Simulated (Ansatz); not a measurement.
Here is the system:

CeO2:
```xyz
3
Lattice="0.0000 2.6993 2.6993 2.6993 0.0000 2.6993 2.6993 2.6993 0.0000" Properties=species:S:1:pos:R:3 pbc="T T T"
Ce     0.0000     0.0000     0.0000
O      1.3496     1.3496     1.3496
O      4.0489     4.0489     4.0489
```

This is the PBEsol-relaxed structure.

Task: All from PBEsol (plane waves, PAW; program Ansatz), unless another level is named. Give the static dielectric constant ε0 (ions relaxed, cell fixed).

Result: 28.6.

Task: Predict the electronic dielectric constant ε∞ (DFPT).

Result: 7.84.

Task: Give the Born charges (a third of the trace).

Result: Ce +5.77, O -2.88 e.

Space group Fm-3m (fluorite). The PBEsol relaxation kept the symmetry of its start. No spin polarisation was allowed. The 4f shell is in the valence. No Hubbard U is applied. Scalar-relativistic: spin–orbit coupling is off unless named, which matters more the heavier the elements.

Potentials: the earlier of the program's two PAW sets. The files were generated under PBE; for other functionals the program regenerates the frozen cores, and for LDA and PBEsol the local potential too.
